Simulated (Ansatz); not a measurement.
Theory: DFT PBE, scalar-relativistic, plane waves, PAW (Ansatz). All cells share a 420 eV cutoff and Γ-centred k meshes spaced at most about 0.3 Å⁻¹ (about 0.25 or finer for metals, 2π included). No spin polarisation in the final relaxations.

Temperature and zero-point effects are left out.

Two forms of Ta₄N were relaxed alike.

A.

```
Ta N
1.0
     4.29069    0.00000    0.00000
     0.00000    4.29069    0.00000
     0.00000    0.00000    4.29069
Ta N
4 1
Direct
  0.00000 0.00000 0.00000
  0.50000 0.50000 0.00000
  0.50000 0.00000 0.50000
  0.00000 0.50000 0.50000
  0.50000 0.50000 0.50000
```

B.

```
Ta N
1.0
     4.40215    0.00000    0.00000
     0.00000    4.40215    0.00000
     0.00000    0.00000    4.40215
Ta N
4 1
Direct
  0.25818 0.74182 0.74182
  0.74182 0.25818 0.74182
  0.74182 0.74182 0.25818
  0.25818 0.25818 0.25818
  0.00000 0.00000 0.00000
```

Problem. Which is lower in energy, and by how much?

Solution. A is lower, by 0.31 eV/atom. A has space group Pm-3m (No. 221), 15.8 Å³/atom and no gap on its mesh; B has space group P-43m (No. 215), 17.1 Å³/atom and no gap. Counting Ta atoms around N (those within 1.25 times the shortest such distance or 1.15 times the sum of covalent radii), A has N 6 and B has N 4. The denser one is the lower, and pressure would at first widen the difference. Both come from invented guesses.

These runs have no spin–orbit coupling, which can matter for Ta. Cells relaxed within their symmetry can be saddle points.
